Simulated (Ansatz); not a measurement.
ScRhN₂:
```yaml
crystal:
  lattice:
    - [1.62590, 0.93872, 5.86946]
    - [-1.62590, 0.93872, 5.86946]
    - [0.00000, -1.87743, 5.86946]
  atoms:
    - { symbol: Sc, position: [0.50000, 0.50000, 0.50000] }
    - { symbol: Rh, position: [0.00000, 0.00000, 0.00000] }
    - { symbol: N, position: [0.89600, 0.89600, 0.89600] }
    - { symbol: N, position: [0.10400, 0.10400, 0.10400] }
```
The run is spin-polarised; directions of the spins, atom by atom: 0 ↑ 0 0.

Relaxed with r²SCAN.

Task: Give the Bader charges and basin volumes of the independent atoms, r²SCAN (plane waves, PAW; program Ansatz).

Result: 

```json
[
 {"atom": "Sc1", "Bader charge (e)": "+1.92", "Bader volume (Å³)": "8.7"},
 {"atom": "Rh2", "Bader charge (e)": "+0.71", "Bader volume (Å³)": "18.5"},
 {"atom": "N3", "Bader charge (e)": "-1.32", "Bader volume (Å³)": "13.3"}
]
```

Space group R-3m. The start of the workflow was typed in or built on a structure type; neither database checked (COD, Materials Project) lists it. Whether it is the stable phase at ambient conditions was not checked. The r²SCAN relaxation kept the symmetry of its start; whether a distortion lowers the energy is not shown. Spin order of the final state: ferromagnetic, the only order run, not a proven ground state. Other orbital occupations within this spin state were not tried. No Hubbard U is applied.

Potentials: the earlier of the program's two PAW sets.
